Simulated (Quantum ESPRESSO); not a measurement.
## Calculated data, TaTi$_{2}$O$_{5}$F$_{3}$ (made-up cell, one site empty)

All values are calculated (Quantum ESPRESSO 7.5). Calculation on a made-up crystal cell, not a measurement, with one named mistake planted (healthy values lack it): periodic Kohn-Sham density functional theory in plane waves with PseudoDojo standard norm-conserving scalar-relativistic pseudopotentials, each functional with its own files (v0.5 for PBE, v0.4.1 for LDA and PBEsol), no spin polarisation, no spin-orbit coupling, atoms not relaxed, stress positive in tension, energies less a fixed whole-eV offset for each atom's element; levels are Kohn-Sham levels at fractions of this cell's reciprocal vectors, counted from the reference band (half the neutral cell's valence electrons, rounded up) at Gamma; error bars cover cutoff and k-mesh only, not smearing or the files; each bar is the largest change over components, and at least 0.002 eV, 0.002 eV per angstrom or 0.02 GPa; a charged cell sits in a uniform background, with energy and stress on this program's zero of potential; no dispersion term; energies are for the whole cell, and the offsets were chosen from early runs and are not element reference energies; a distance is the largest change of any value in units of its error bar (the energy's for the smearing term), a scale change is of lengths, and a coarse mesh keeps the half-step shift; machines and their load varied, so run times do not measure scaling.

Common to all entries: lattice type fluorite; empty site 4; intended functional pbe; intended cutoff 1143 eV; intended fermi dirac smearing 0.025 eV; intended scf tolerance 1e-07 eV; intended electrons removed 0; healthy free energy less offsets 13.951 eV; healthy scf iterations 23; healthy smearing term minus ts 0 eV; healthy pressure -1.18 GPa; healthy stress xx 2.69 GPa; healthy stress yy 0.76 GPa; healthy stress zz 0.09 GPa; healthy stress yz -2.61 GPa; healthy stress xz 1.31 GPa; healthy stress xy -8.59 GPa; healthy reference band 44; faulty run command mpirun -np 4 pw.x -nk 4 -in in; faulty run processor Intel Xeon, older, virtual cores; intended k mesh 5 x 5 x 5, shifted by half a step; structure shown as intended, without the mistake.

```json
{"entry": 1, "formula": "TaTi2O5F3", "kind": "made-up cell, one site empty", "intended_structure": {"cell_angstrom": [[4.8495, 0.0, 0.0], [0.0, 4.8495, 0.0], [0.0, 0.0, 4.8495]], "atoms_fractional": [["Ti", 0.0081, 0.00458, -0.00256], ["Ta", 0.0092, 0.50715, 0.48574], ["Ti", 0.49463, 0.0081, 0.51284], ["O", 0.24464, 0.23374, 0.24205], ["O", 0.24549, 0.25153, 0.73964], ["O", 0.24398, 0.75529, 0.25978], ["F", 0.25504, 0.74531, 0.74335], ["F", 0.74688, 0.24714, 0.25508], ["F", 0.74399, 0.25091, 0.74665], ["O", 0.73752, 0.75222, 0.23858], ["O", 0.75167, 0.75245, 0.74828]]}, "given": {"fault_kind": "low cutoff", "fault_cutoff [eV]": 723, "atom_site": [1, 2, 3, 5, 6, 7, 8, 9, 10, 11, 12], "atom_energy_offset [eV]": [-1614, -1770, -1614, -452, -452, -452, -677, -677, -677, -452, -452], "healthy_force_site": [1, 2, 3, 5, 6, 7, 8, 9, 10, 11, 12], "healthy_force_x [eV/angstrom]": [0.495, 0.345, -0.516, -1.271, -1.082, -1.167, -0.014, 0.149, 0.124, 1.461, 1.476], "healthy_force_y [eV/angstrom]": [-1.773, 2.432, -1.894, 0.18, -1.05, -0.303, 0.324, 0.297, 0.076, 0.726, 0.985], "healthy_force_z [eV/angstrom]": [2.098, -2.115, -1.367, 0.445, -0.768, 0.907, 0.846, 0.261, 0.116, 1.089, -1.512], "healthy_level_k_point": ["Gamma", "(1/2,1/2,1/2)", "(0.15,0,0)", "(0,0.15,0)", "(0,0,0.15)"], "healthy_next_band_up [eV]": [0.523, 0.579, 0.61, 0.575, 0.564]}, "results": {"faulty_free_energy_less_offsets [eV]": 18.49, "faulty_scf_iterations": 22, "faulty_smearing_term_minus_ts [eV]": 0.0, "faulty_pressure [GPa]": -38.43, "faulty_stress_xx [GPa]": 39.95, "faulty_stress_yy [GPa]": 37.98, "faulty_stress_zz [GPa]": 37.37, "faulty_stress_yz [GPa]": -2.799, "faulty_stress_xz [GPa]": 1.346, "faulty_stress_xy [GPa]": -8.933, "faulty_force_site": [1, 2, 3, 5, 6, 7, 8, 9, 10, 11, 12], "faulty_force_x [eV/angstrom]": [0.5183, 0.344, -0.5483, -1.23, -1.057, -1.159, 0.02194, 0.1171, 0.08377, 1.479, 1.43], "faulty_force_y [eV/angstrom]": [-1.841, 2.478, -1.92, 0.09276, -1.166, -0.1917, 0.4159, 0.239, 0.008608, 0.7857, 1.099], "faulty_force_z [eV/angstrom]": [2.129, -2.152, -1.377, 0.4566, -0.7269, 0.8804, 0.8525, 0.2612, 0.1199, 1.067, -1.51], "faulty_reference_band": 44, "faulty_level_k_point": ["Gamma", "(1/2,1/2,1/2)", "(0.15,0,0)", "(0,0.15,0)", "(0,0,0.15)"], "faulty_next_band_up [eV]": [0.5403, 0.6142, 0.6271, 0.6009, 0.5835], "other_mistakes_compared": 7, "distance_from_healthy [error bars]": 2137.0, "distance_from_nearest_other_mistake [error bars]": 2110.0, "healthy_error_bar_energy [eV]": 0.002123, "healthy_error_bar_stress [GPa]": 0.05006, "healthy_error_bar_force [eV/angstrom]": 0.00606, "healthy_error_bar_next_band_up [eV]": 0.002, "faulty_wall_time_of_scf_and_band_steps_on_a_shared_machine [s]": 212.1}}
{"entry": 2, "formula": "TaTi2O5F3", "kind": "made-up cell, one site empty", "intended_structure": {"cell_angstrom": [[4.8495, 0.0, 0.0], [0.0, 4.8495, 0.0], [0.0, 0.0, 4.8495]], "atoms_fractional": [["Ti", 0.0081, 0.00458, -0.00256], ["Ta", 0.0092, 0.50715, 0.48574], ["Ti", 0.49463, 0.0081, 0.51284], ["O", 0.24464, 0.23374, 0.24205], ["O", 0.24549, 0.25153, 0.73964], ["O", 0.24398, 0.75529, 0.25978], ["F", 0.25504, 0.74531, 0.74335], ["F", 0.74688, 0.24714, 0.25508], ["F", 0.74399, 0.25091, 0.74665], ["O", 0.73752, 0.75222, 0.23858], ["O", 0.75167, 0.75245, 0.74828]]}, "given": {"fault_kind": "wrong functional", "fault_functional": "pbesol", "atom_site": [1, 2, 3, 5, 6, 7, 8, 9, 10, 11, 12], "atom_energy_offset [eV]": [-1614, -1770, -1614, -452, -452, -452, -677, -677, -677, -452, -452], "healthy_force_site": [1, 2, 3, 5, 6, 7, 8, 9, 10, 11, 12], "healthy_force_x [eV/angstrom]": [0.495, 0.345, -0.516, -1.271, -1.082, -1.167, -0.014, 0.149, 0.124, 1.461, 1.476], "healthy_force_y [eV/angstrom]": [-1.773, 2.432, -1.894, 0.18, -1.05, -0.303, 0.324, 0.297, 0.076, 0.726, 0.985], "healthy_force_z [eV/angstrom]": [2.098, -2.115, -1.367, 0.445, -0.768, 0.907, 0.846, 0.261, 0.116, 1.089, -1.512], "healthy_level_k_point": ["Gamma", "(1/2,1/2,1/2)", "(0.15,0,0)", "(0,0.15,0)", "(0,0,0.15)"], "healthy_next_band_up [eV]": [0.523, 0.579, 0.61, 0.575, 0.564]}, "results": {"faulty_free_energy_less_offsets [eV]": 31.87, "faulty_scf_iterations": 23, "faulty_smearing_term_minus_ts [eV]": 0.0, "faulty_pressure [GPa]": -8.489, "faulty_stress_xx [GPa]": 9.971, "faulty_stress_yy [GPa]": 8.178, "faulty_stress_zz [GPa]": 7.318, "faulty_stress_yz [GPa]": -2.57, "faulty_stress_xz [GPa]": 1.351, "faulty_stress_xy [GPa]": -8.386, "faulty_force_site": [1, 2, 3, 5, 6, 7, 8, 9, 10, 11, 12], "faulty_force_x [eV/angstrom]": [0.5121, 0.396, -0.5283, -1.377, -1.159, -1.276, -0.1096, 0.2543, 0.1918, 1.548, 1.548], "faulty_force_y [eV/angstrom]": [-1.743, 2.441, -1.864, 0.1122, -1.086, -0.2825, 0.3568, 0.2691, 0.01129, 0.7578, 1.027], "faulty_force_z [eV/angstrom]": [2.098, -2.117, -1.328, 0.5276, -0.8724, 1.038, 0.6998, 0.374, 0.0007699, 1.16, -1.582], "faulty_reference_band": 44, "faulty_level_k_point": ["Gamma", "(1/2,1/2,1/2)", "(0.15,0,0)", "(0,0.15,0)", "(0,0,0.15)"], "faulty_next_band_up [eV]": [0.4883, 0.552, 0.5759, 0.5504, 0.5313], "other_mistakes_compared": 7, "distance_from_healthy [error bars]": 8441.0, "distance_from_nearest_other_mistake [error bars]": 3087.0, "healthy_error_bar_energy [eV]": 0.002123, "healthy_error_bar_stress [GPa]": 0.05006, "healthy_error_bar_force [eV/angstrom]": 0.00606, "healthy_error_bar_next_band_up [eV]": 0.002, "faulty_wall_time_of_scf_and_band_steps_on_a_shared_machine [s]": 450.3}}
{"entry": 3, "formula": "TaTi2O5F3", "kind": "made-up cell, one site empty", "intended_structure": {"cell_angstrom": [[4.8495, 0.0, 0.0], [0.0, 4.8495, 0.0], [0.0, 0.0, 4.8495]], "atoms_fractional": [["Ti", 0.0081, 0.00458, -0.00256], ["Ta", 0.0092, 0.50715, 0.48574], ["Ti", 0.49463, 0.0081, 0.51284], ["O", 0.24464, 0.23374, 0.24205], ["O", 0.24549, 0.25153, 0.73964], ["O", 0.24398, 0.75529, 0.25978], ["F", 0.25504, 0.74531, 0.74335], ["F", 0.74688, 0.24714, 0.25508], ["F", 0.74399, 0.25091, 0.74665], ["O", 0.73752, 0.75222, 0.23858], ["O", 0.75167, 0.75245, 0.74828]]}, "given": {"fault_kind": "cell scaled", "fault_scale_change [percent]": -1.1, "atom_site": [1, 2, 3, 5, 6, 7, 8, 9, 10, 11, 12], "atom_energy_offset [eV]": [-1614, -1770, -1614, -452, -452, -452, -677, -677, -677, -452, -452], "healthy_force_site": [1, 2, 3, 5, 6, 7, 8, 9, 10, 11, 12], "healthy_force_x [eV/angstrom]": [0.495, 0.345, -0.516, -1.271, -1.082, -1.167, -0.014, 0.149, 0.124, 1.461, 1.476], "healthy_force_y [eV/angstrom]": [-1.773, 2.432, -1.894, 0.18, -1.05, -0.303, 0.324, 0.297, 0.076, 0.726, 0.985], "healthy_force_z [eV/angstrom]": [2.098, -2.115, -1.367, 0.445, -0.768, 0.907, 0.846, 0.261, 0.116, 1.089, -1.512], "healthy_level_k_point": ["Gamma", "(1/2,1/2,1/2)", "(0.15,0,0)", "(0,0.15,0)", "(0,0,0.15)"], "healthy_next_band_up [eV]": [0.523, 0.579, 0.61, 0.575, 0.564]}, "results": {"faulty_free_energy_less_offsets [eV]": 14.01, "faulty_scf_iterations": 21, "faulty_smearing_term_minus_ts [eV]": 0.0, "faulty_pressure [GPa]": 6.269, "faulty_stress_xx [GPa]": -4.632, "faulty_stress_yy [GPa]": -6.821, "faulty_stress_zz [GPa]": -7.352, "faulty_stress_yz [GPa]": -2.725, "faulty_stress_xz [GPa]": 1.246, "faulty_stress_xy [GPa]": -9.256, "faulty_force_site": [1, 2, 3, 5, 6, 7, 8, 9, 10, 11, 12], "faulty_force_x [eV/angstrom]": [0.4445, 0.1986, -0.4791, -1.095, -0.9772, -0.9709, 0.1253, 0.006144, 0.04098, 1.329, 1.378], "faulty_force_y [eV/angstrom]": [-1.886, 2.433, -2.013, 0.2745, -1.021, -0.2644, 0.3055, 0.3246, 0.1714, 0.7191, 0.9566], "faulty_force_z [eV/angstrom]": [2.122, -2.132, -1.481, 0.3352, -0.5828, 0.6917, 1.089, 0.1044, 0.2915, 0.9763, -1.414], "faulty_reference_band": 44, "faulty_level_k_point": ["Gamma", "(1/2,1/2,1/2)", "(0.15,0,0)", "(0,0.15,0)", "(0,0,0.15)"], "faulty_next_band_up [eV]": [0.5517, 0.6146, 0.6449, 0.6045, 0.5955], "other_mistakes_compared": 7, "distance_from_healthy [error bars]": 151.5, "distance_from_nearest_other_mistake [error bars]": 199.6, "healthy_error_bar_energy [eV]": 0.002123, "healthy_error_bar_stress [GPa]": 0.05006, "healthy_error_bar_force [eV/angstrom]": 0.00606, "healthy_error_bar_next_band_up [eV]": 0.002, "faulty_wall_time_of_scf_and_band_steps_on_a_shared_machine [s]": 390.5}}
```
